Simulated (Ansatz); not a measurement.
Starting cell, Rh (fcc, Cu type):

```
Rh
1.0
    3.83006     0.00000     0.00000
    0.00000     3.83006     0.00000
    0.00000     0.00000     3.83006
Rh
4
Direct
  0.00000   0.00000   0.00000
  0.50000   0.50000   0.00000
  0.50000   0.00000   0.50000
  0.00000   0.50000   0.50000
```

In each cell atom 1 (Rh, nearest neighbour Rh at 2.708 Å; its periodic images, 3.8 Å or more away, move with it) moves by s·(1.000, 0.000, 0.000) (along Cartesian x), the rest being held.

Method: PBE (plane waves to 420 eV, PAW, scalar-relativistic; Ansatz, a program for electronic structure). k mesh 10×10×10 (Γ-centred), Fermi-Dirac smearing 0.05 eV. The energy includes the smearing's −TS. Compression counts positive. With partly filled bands, energies and forces of such displacements shift with the k mesh and the smearing. F∥ is the force on the atom along that direction. Rh is run without spin polarisation. Rh was relaxed with its symmetry unable to fall. ΔE is measured from the undisplaced structure.

| s (Å) | F∥ (eV/Å) | P (GPa) | ΔE (meV/cell) |
|---|---|---|---|
| -0.540 | 7.247 | 19.8 | 1760 |
| -0.432 | ? | 12.5 | 1078 |
| -0.324 | 3.781 | ? | 586 |
| -0.216 | 2.389 | 3.1 | 255 |
| -0.108 | 1.172 | 0.8 | ? |
| 0.000 | 0.000 | 0.0 | 0 |
| 0.108 | -1.172 | 0.8 | ? |
| 0.216 | -2.389 | 3.1 | 255 |
| 0.324 | -3.781 | ? | 586 |
| 0.432 | ? | 12.5 | 1078 |
| 0.540 | -7.247 | 19.8 | 1760 |

Q: Some entries are withheld; supply them.

A: 
- -0.432, F∥ (eV/Å): 5.381
- -0.324, P (GPa): 7.0
- -0.108, ΔE (meV/cell): 63
- 0.108, ΔE (meV/cell): 63
- 0.324, P (GPa): 7.0
- 0.432, F∥ (eV/Å): -5.381

(A displaced cell: forces are minus the slopes of the energy, force constants its curvatures, and phonons follow from these.)
